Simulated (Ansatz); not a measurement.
In PBEsol in the plane-wave PAW code Ansatz, CoMo in the rock salt structure (Fm-3m) relaxes to a = 4.799 Å. Co has 6 nearest neighbours from 2.40 Å (octahedral). Its formation energy from the elements is 0.79 eV/atom, with no fitted shifts.

Electronic character: metallic (no gap). Gap from PBEsol with spin–orbit coupling: none (metallic). The magnetic state found is non-magnetic (starting moments vanished).

The bulk modulus is 232 GPa. The relaxed-ion elastic constants in GPa are C11 = 316, C12 = 191, C44 = -24.7. The highest mode at Γ lies at 139 cm⁻¹.

The start of the workflow was typed in or built on a structure type; neither database checked (COD, Materials Project) lists it. Whether it is the stable phase at ambient conditions was not checked. The cell was relaxed with PBEsol under the symmetry of its start. At this level the phase is mechanically unstable. The workflow began spin-polarised and lost its moments. Its formation energy is positive at this level, so the cell may be metastable or incomplete. As this level gives no gap, shear constants depend on the k-mesh and smearing (Fermi–Dirac, 0.1 eV here). As this level gives no gap, phonon frequencies hold no LO–TO term and depend on the k-mesh and smearing (Fermi–Dirac, 0.1 eV here). The references are the lowest solids computed at this level, not always the standard phases. Spin–orbit coupling is left out wherever it is not named.

Potentials: the later of the program's two PAW sets.
